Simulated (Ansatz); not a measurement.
# What U does to CoPd (R-3m)

```
Co Pd
1.0
     1.34593    0.77707    4.29392
    -1.34593    0.77707    4.29392
     0.00000   -1.55415    4.29392
Co Pd
1 1
Direct
  0.00000 0.00000 0.00000
  0.50000 0.50000 0.50000
```

The source of the geometry is a structure from the Materials Project; atoms and cell stay fixed.

The runs share PBEsol, 14×14×14 k mesh, Fermi–Dirac smearing of 0.1 eV. PAW means Ansatz 0.2.0 on its default frozen-core files; LAPW is all-electron LAPW in Ansatz 0.2.0. Site moments are integrated in spheres about the atoms, whose radii differ between the methods. Start moments of the first PAW run (μB): Co1 2.

U is Dudarev's effective value on Löwdin-orthogonalised free-atom orbitals with fully localised double counting, unless a row says otherwise (a row with U and J takes Liechtenstein's form); the search for lower states is left at its default. Gaps are Kohn–Sham gaps on the k mesh over both spins.

Without U, PAW counts the shell on its file's own orbitals, so that entry can be offset from the others.

```
                      run  largest site moment PAW (μB)  largest site moment LAPW (μB)  gap PAW (eV)  gap LAPW (eV)  Co d electrons PAW  electrons LAPW  P PAW (GPa)  P LAPW (GPa)
                     no U                          1.96                           1.95         metal          metal                7.78            7.77         -9.9          -9.9
U = 1 eV on Co d and Pd d                          2.03                           2.02         metal          metal                7.76            7.76         -8.9          -8.9
         U = 3 eV on Co d                          2.01                           2.00         metal          metal                7.75            7.75            ?           0.9
U = 5 eV on Co d and Pd d                          1.95                           1.95         metal          metal                7.78            7.79          7.6           8.0
```

Give the missing entry: row "U = 3 eV on Co d", column "P PAW (GPa)".

0.2.

Give the eigenvalues of the occupation matrix of Co1 d for «U = 5 eV on Co d and Pd d» by LAPW.

Majority spin: 0.97, 0.97, 0.97, 0.98, 0.98. Minority spin: 0.04, 0.04, 0.93, 0.95, 0.95.

Some of these states break the symmetry of the crystal and its start.

The PAW files were made with PBE; the program remakes their cores once for the run's functional and then keeps them frozen. In at least one run the program's final test of stability wasn't made or came to no verdict. The magnetic state is the one that this cell and start allow. It needn't be the compound's measured order, which may need a larger cell or be absent. Left out because it didn't converge or finish: PAW, U = 3 eV on Co d, orbitals not orthogonalised.
